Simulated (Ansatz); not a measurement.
LaTe:
```
CELL_PARAMETERS angstrom
      0.00000     3.24731     3.24731
      3.24731     0.00000     3.24731
      3.24731     3.24731     0.00000
ATOMIC_POSITIONS crystal
  La 0.00000 0.00000 0.00000
  Te 0.50000 0.50000 0.50000
```

Relaxed with r²SCAN.

**Question.** Map the electron localisation function on the plane through (0.000, 0.000, 0.000) spanned by u = [1, 0, 0] and v = [0, 1, -1] in lattice vectors, from plane-wave PAW r²SCAN (Ansatz code).

**Answer.** x is the fraction of u, y of v (the angle between them is 90°; rows are the nearest grid lines); atoms in the plane: La at (0.00, 0.00), Te at (0.50, 0.50).
```
|  -%@@*:  ....  :*@@%-  |
|  +@@@+.  ....  .+@@@+  |
|-+%@@%=...:--:...=%@@%+-|
|%@@@@*:..-+**+-..:*@@@@%|
|@@@@*-..-*####*-..-*@@@@|
|@@%*-.:=*#%%%%#*=:.-*%@@|
|*+=:.:=*########*=:.:=+*|
|:....=*##**++**##*=....:|
|  ..-*##*+====+*##*-..  |
|  .-*##*+=:..:=+*##*-.  |
|..:+#%#*=:    :=*#%#+:..|
|..-*#%#+=.    .=+#%#*-..|
|..-*#%#+=.    .=+#%#*-..|
|..:+#%#*=:    :=*#%#+:..|
|  .-*##*+=:..:=+*##*-.  |
|  ..-*##*+====+*##*-..  |
|:....=*##**++**##*=....:|
|*+=:.:=*########*=:.:=+*|
|@@%*-.:=*#%%%%#*=:.-*%@@|
|@@@@*-..-*####*-..-*@@@@|
|%@@@@*:..-+**+-..:*@@@@%|
|-+%@@%=...:--:...=%@@%+-|
|  +@@@+.  ....  .+@@@+  |
|  -%@@*:  ....  :*@@%-  |
```
Scale: ten equal steps from 0.001 (start of ' ') to 0.848 (end of '@'), in the order ' .:-=+*#%@'; x runs from 0.000 to 1.00, y from 0.000 (bottom) to 1.00 (top).

The density is the valence pseudo-density with augmentation charge, so density and ELF within about 1 Å of a nucleus are not all-electron values.

Space group Fm-3m (rock salt). The workflow started from an entry of the Crystallography Open Database (COD). Its standing as an ambient phase is unchecked. Symmetry was held in the r²SCAN relaxation; whether a distortion lowers the energy is not shown. Scalar-relativistic: spin–orbit coupling is off unless named, which matters more the heavier the elements.

Potentials: the later of the program's two PAW sets.
